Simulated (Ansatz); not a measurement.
ScAu$_{2}$:
```
ScAu2
1.0
   -1.77226     1.77226     4.37367
    1.77226    -1.77226     4.37367
    1.77226     1.77226    -4.37367
Sc Au
1 2
Direct
  0.00000   0.00000   0.00000
  0.66321   0.66321   0.00000
  0.33679   0.33679   0.00000
```

This is the r²SCAN-relaxed structure.

### Question
All from r²SCAN in the plane-wave PAW code Ansatz, unless another level is named. Give the density of states at the Fermi level.

### Answer
0.34 states/eV per atom (mean over ±0.08 eV).

### Question
Predict the formation energy from the elements (no fitted shifts).

### Answer
-0.89 eV/atom.

Space group I4/mmm (MoSi2 or CaC2 type). The first step of the workflow began from a Materials Project structure, measured or hypothetical; the Crystallography Open Database copy checked does not list it. With Sc and Au taken as one species the cell has the higher symmetry I4/mmm, so it may be an ordered model of a mixed-site phase. Its standing as an ambient phase is unchecked. Symmetry was held in the r²SCAN relaxation; whether a distortion lowers the energy is not shown. The run is not spin-polarised. The references are the lowest solids computed at this level, not always the standard phases. Scalar-relativistic: spin–orbit coupling is off unless named, which matters more the heavier the elements.

Potentials: the later of the program's two PAW sets.
